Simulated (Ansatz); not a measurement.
# Calculated ⁶³Cu nuclear quadrupole resonance for Al2Cu

Cell: an entry of the Crystallography Open Database (COD) whose atoms were relaxed with PBE, the cell held.

```cif
data_structure
_symmetry_space_group_name_H-M 'P 1'
_symmetry_Int_Tables_number 1
_cell_length_a 4.9346
_cell_length_b 4.9346
_cell_length_c 4.9346
_cell_angle_alpha 104.134
_cell_angle_beta 104.134
_cell_angle_gamma 120.771
_cell_volume 89.76
loop_
_atom_site_label
_atom_site_type_symbol
_atom_site_fract_x
_atom_site_fract_y
_atom_site_fract_z
_atom_site_occupancy
Al1 Al 0.65810 0.15810 0.81620 1
Al2 Al 0.15810 0.34190 0.50000 1
Al3 Al 0.34190 0.84190 0.18380 1
Al4 Al 0.84190 0.65810 0.50000 1
Cu5 Cu 0.25000 0.25000 0.00000 1
Cu6 Cu 0.75000 0.75000 0.00000 1
```

Sites (sets of like atoms) are named by element and the number of their first atom in this list.

Level of theory: DFT, LDA, plane waves and PAW, scalar-relativistic, 420 eV cutoff, Γ-centred 12×12×12 k-points, Fermi–Dirac smearing 0.05 eV (Ansatz 0.2.0).

⁶³Cu: I = 3/2, Q = -220.0 mb (year-2017 value). Static lattice, zero field.

Question: At which frequencies do the ⁶³Cu NQR lines lie?

Answer: For I = 3/2 there is one line, ν = (|C_Q|/2)(1 + η²/3)^½.

```
site  atoms  V_zz (10²¹ V/m²)  C_Q (MHz)     η  line frequencies (MHz)
  Cu   5, 6             -2.73       14.5  0.00                    7.27
```

Question: And for 65Cu (I = 3/2, Q = -204.0 mb) on Cu?

Answer: C_Q scales with Q to 13.5 MHz, with lines at 6.74 MHz.

An axis of threefold or higher order runs through Cu, so V_zz lies along it and η is zero.

At this cell the LDA pressure is -6 GPa, so with LDA the cell would shrink if it were relaxed. The run finds no gap above 0.1 eV (a metal, or nearly one), so the gradients can move by 10 % or more with the k-mesh.

Hardware: 1 thread of Intel Xeon Platinum 8488C (Sapphire Rapids) (x86_64; 16 cores open to the job, memory cap 3.0 GiB, no GPU), a shared host with a load of 0.3 a core. Wall time 20 s, CPU time 19 s, peak memory 0.65 GiB.
